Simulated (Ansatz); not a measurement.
TiAl₃ (D022 type, space group I4/mmm)

```
TiAl3
1.0
   -1.92294     1.92294     4.30997
    1.92294    -1.92294     4.30997
    1.92294     1.92294    -4.30997
Al Ti
3 1
Direct
  0.50000   0.50000   0.00000
  0.75000   0.25000   0.50000
  0.25000   0.75000   0.50000
  0.00000   0.00000   0.00000
```

The slice is a (001) plane (indices of the conventional cell) through the point (0.500, 0.500, 0.000) (fractional), spanned by u = [101] and v = [011] in vectors of this cell: u (3.85 Å) and v (3.85 Å, at 90° to u). It covers one period; positions are fractions (u, v).

Level of theory: PBE (plane waves to 420 eV, PAW, scalar-relativistic; Ansatz, a quantum-chemistry and plane-wave program). k mesh 17×17×17. These are valence fields of a PAW run, semicore shells included where kept as valence: close to a nucleus they are smooth pseudo fields. TiAl3 is run without spin polarisation. TiAl3 was relaxed with its symmetry unable to fall.

Three fields on this plane, each scaled to ten steps between its own extremes (0 low, 9 high; the total valence density on a logarithmic scale, the potential cut 8 eV below its top; x marks points blanked near nuclei; v = 0 in the bottom row):

Map A
```
|xxxxxxxxx146889999988641xxxxxxxx|
|xxxxxxxxx146789999987641xxxxxxxx|
|xxxxxxxx02467888888876420xxxxxxx|
|xxxxxxxx03466777777766430xxxxxxx|
|xxxxxxx0134555555555554310xxxxxx|
|xxxxxx002344433222334443200xxxxx|
|xxxxx00233321000000012333200xxxx|
|xxx00123321000xxxxx00012332100xx|
|111233332100xxxxxxxxx00123333211|
|44444443100xxxxxxxxxxx0013444444|
|6666654200xxxxxxxxxxxxx002456666|
|887765410xxxxxxxxxxxxxxx01456778|
|988875300xxxxxxxxxxxxxxx00357888|
|99987530xxxxxxxxxxxxxxxxx0357899|
|99987520xxxxxxxxxxxxxxxxx0257899|
|99987520xxxxxxxxxxxxxxxxx0257899|
|99987520xxxxxxxxxxxxxxxxx0257899|
|99987530xxxxxxxxxxxxxxxxx0357899|
|988875300xxxxxxxxxxxxxxx00357888|
|887765410xxxxxxxxxxxxxxx01456778|
|6666654200xxxxxxxxxxxxx002456666|
|44444443100xxxxxxxxxxx0013444444|
|111233332100xxxxxxxxx00123333211|
|xxx00123321000xxxxx00012332100xx|
|xxxxx00233321000000012333200xxxx|
|xxxxxx002344433222334443200xxxxx|
|xxxxxxx0134555555555554310xxxxxx|
|xxxxxxxx03466777777766430xxxxxxx|
|xxxxxxxx02467888888876420xxxxxxx|
|xxxxxxxxx146789999987641xxxxxxxx|
|xxxxxxxxx146889999988641xxxxxxxx|
|xxxxxxxxx146899999998641xxxxxxxx|
```

Map B
```
|xxxxxxxxx432210000012234xxxxxxxx|
|xxxxxxxxx432210000012234xxxxxxxx|
|xxxxxxxx54322100000122345xxxxxxx|
|xxxxxxxx54322100000122345xxxxxxx|
|xxxxxxx5543221100011223455xxxxxx|
|xxxxxx554433222212222334455xxxxx|
|xxxxx55544444445554444444555xxxx|
|xxx55544445678xxxxx87654444555xx|
|444444444579xxxxxxxxx97544444444|
|43333334579xxxxxxxxxxx9754333333|
|3222223469xxxxxxxxxxxxx964322222|
|222222247xxxxxxxxxxxxxxx74222222|
|111111248xxxxxxxxxxxxxxx84211111|
|00000124xxxxxxxxxxxxxxxxx4210000|
|00000025xxxxxxxxxxxxxxxxx5200000|
|00000015xxxxxxxxxxxxxxxxx5100000|
|00000025xxxxxxxxxxxxxxxxx5200000|
|00000124xxxxxxxxxxxxxxxxx4210000|
|111111248xxxxxxxxxxxxxxx84211111|
|222222247xxxxxxxxxxxxxxx74222222|
|3222223469xxxxxxxxxxxxx964322222|
|43333334579xxxxxxxxxxx9754333333|
|444444444579xxxxxxxxx97544444444|
|xxx55544445678xxxxx87654444555xx|
|xxxxx55544444445554444444555xxxx|
|xxxxxx554433222212222334455xxxxx|
|xxxxxxx5543221100011223455xxxxxx|
|xxxxxxxx54322100000122345xxxxxxx|
|xxxxxxxx54322100000122345xxxxxxx|
|xxxxxxxxx432210000012234xxxxxxxx|
|xxxxxxxxx432210000012234xxxxxxxx|
|xxxxxxxxx443210000012344xxxxxxxx|
```

Map C
```
|xxxxxxxxx998766555667899xxxxxxxx|
|xxxxxxxxx998765444567899xxxxxxxx|
|xxxxxxxx99876543334567899xxxxxxx|
|xxxxxxxx98765322222356789xxxxxxx|
|xxxxxxx8876432110112346788xxxxxx|
|xxxxxx887643110000011346788xxxxx|
|xxxxx88764310000000001346788xxxx|
|xxx99876431100xxxxx00113467899xx|
|999987643111xxxxxxxxx11134678999|
|99987643111xxxxxxxxxxx1113467899|
|8887643111xxxxxxxxxxxxx111346788|
|777653100xxxxxxxxxxxxxxx00135677|
|666532100xxxxxxxxxxxxxxx00123566|
|66542100xxxxxxxxxxxxxxxxx0012456|
|55432100xxxxxxxxxxxxxxxxx0012345|
|55432000xxxxxxxxxxxxxxxxx0002345|
|55432100xxxxxxxxxxxxxxxxx0012345|
|66542100xxxxxxxxxxxxxxxxx0012456|
|666532100xxxxxxxxxxxxxxx00123566|
|777653100xxxxxxxxxxxxxxx00135677|
|8887643111xxxxxxxxxxxxx111346788|
|99987643111xxxxxxxxxxx1113467899|
|999987643111xxxxxxxxx11134678999|
|xxx99876431100xxxxx00113467899xx|
|xxxxx88764310000000001346788xxxx|
|xxxxxx887643110000011346788xxxxx|
|xxxxxxx8876432110112346788xxxxxx|
|xxxxxxxx98765322222356789xxxxxxx|
|xxxxxxxx99876543334567899xxxxxxx|
|xxxxxxxxx998765444567899xxxxxxxx|
|xxxxxxxxx998766555667899xxxxxxxx|
|xxxxxxxxx998766555667899xxxxxxxx|
```

**Question.** Assign the maps to these fields: electron localisation function (ELF); valence electron density; electrostatic potential energy of an electron, from the cell's mean.

**Answer.** A is the electrostatic potential energy of an electron, from the cell's mean; B is the valence electron density; C is the electron localisation function (ELF).
